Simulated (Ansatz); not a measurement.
Computed with DFT PBE, scalar-relativistic, plane waves, PAW in Ansatz 0.2.0. All cells share a 420 eV cutoff and Γ-centred k meshes spaced about 0.3 Å⁻¹ or finer (0.25 for metals, 2π included). No spin polarisation in the final relaxations.

These are static total energies at zero pressure. All come from trial cells, and lower structures may exist.

Task: Order these relaxed structures of TaRh3N4 by energy, lowest first, with the energy over the lowest of them.
A. Space group Pm-3n (No. 223), cubic, a = 5.595 Å. Ta is surrounded by 8 N at 2.42 Å and 12 Rh at 3.13 Å; around Rh lie 4 N at 1.98 Å, 2 Rh at 2.80 Å and 4 Ta at 3.13 Å; N is surrounded by 3 Rh at 1.98 Å and 2 Ta at 2.42 Å.
B. Space group Pm-3m (No. 221), cubic, a = 4.360 Å. Ta is surrounded by 6 N at 2.18 Å and 12 Rh at 3.08 Å; Rh is surrounded by 6 N at 2.18 Å, 4 Ta at 3.08 Å and 8 Rh at 3.08 Å; N on a site of symmetry 4/mmm is surrounded by 2 Ta at 2.18 Å and 4 Rh at 2.18 Å; N on a site of symmetry m-3m is surrounded by 6 Rh at 2.18 Å.
C. Space group P-43m (No. 215), cubic, a = 4.649 Å. Ta has 4 N at 1.98 Å and 12 Rh at 3.29 Å; Rh is surrounded by 4 N at 2.02 Å, 4 Ta at 3.29 Å and 8 Rh at 3.29 Å; N is surrounded by 1 Ta at 1.98 Å and 3 Rh at 2.02 Å.

Result: C (0 meV/atom), A (114 meV/atom), B (144 meV/atom). Forms: C Ta and Rh ordered on zinc blende sites, P-43m; A Pm-3n; B Ta and Rh ordered on rock salt sites, Pm-3m. Counting N atoms around Rh and Ta (those within 1.25 times the shortest such distance or 1.15 times the sum of covalent radii, 1.27 where that leaves under three): C has Ta 4, Rh 4; A has Ta 8, Rh 4; B has Ta 6, Rh 6. Even the lowest lies +0.15 eV/atom against the elements.

Spin–orbit coupling, which can matter for Ta, is left out. With atoms moved at random, P-43m (by 25 meV/atom) fell into a lower structure. Without a clear test, and held by symmetry: Pm-3n and Pm-3m. Some structure types and database cells were kept out of the candidates from the start, so a known form may be missing.
